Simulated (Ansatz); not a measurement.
SrTaO3 (cubic perovskite, Pm-3m) under volume change, DFT-PBEsol in the program Ansatz with PAW potentials, scaled uniformly.

```csv
V (Å³/atom),E − E(relaxed) (meV/atom),P (GPa)
11.801,77.0,23.01
12.190,32.3,14.06
12.579,7.7,6.46
12.968,0.0,0.00
13.357,6.9,-5.49
13.746,26.0,-10.15
14.135,55.6,-14.10
```

Task: What does a third-order Birch–Murnaghan fit give for V₀, B₀ and B′?

Result: V₀ = 12.97 Å³/atom, B₀ = 198 GPa, B′ = 4.4.

The workflow started from a Materials Project entry (that database holds measured and hypothetical structures alike); the Crystallography Open Database copy checked does not list it. Whether it is the stable phase at ambient conditions was not checked. The cell was relaxed with PBEsol under the symmetry of its start; its stability against distortions is not shown here. The run is not spin-polarised. Spin–orbit coupling is left out wherever it is not named.

Potentials: the later of the program's two PAW sets.
